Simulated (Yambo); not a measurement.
G0W0@PBEsol for PdCdF₆ (space group R-3, No. 148) in Yambo. Reference settings: 2×2×2 Γ-centred k mesh, bands 9 to 174 and a 7 Ry block in the screening, 174 bands in G with the Bruneval-Gonze terminator, plasmon pole fitted at 27.2 eV. The PBEsol gap F → F on this mesh is 1.82 eV; G0W0 gaps are taken between the same points.

The settings were changed. The gap went from 4.44 eV to 4.56 eV, and the shift of the valence edge from -1.15 eV to -0.60 eV.

**Question.** Which change was made?
A) pole fitted at 55 eV
B) 2 Ry block
C) 79 bands in G, no terminator
D) no random integration

**Answer.** C, 79 bands in G, no terminator. The others gave (gap, valence shift): 2 Ry block: 5.05, -1.79 eV; pole fitted at 55 eV: 4.53, -1.22 eV; no random integration: 4.34, -0.85 eV.

Spin-orbit coupling is not included.

Geometry of the Materials Project entry, not relaxed at this level; primitive cell a = 5.6482 Å, b = 5.6482 Å, c = 5.6482 Å, α = 53.19°, β = 53.19°, γ = 53.19°.

A shift is the quasiparticle energy of the state minus its PBEsol energy.
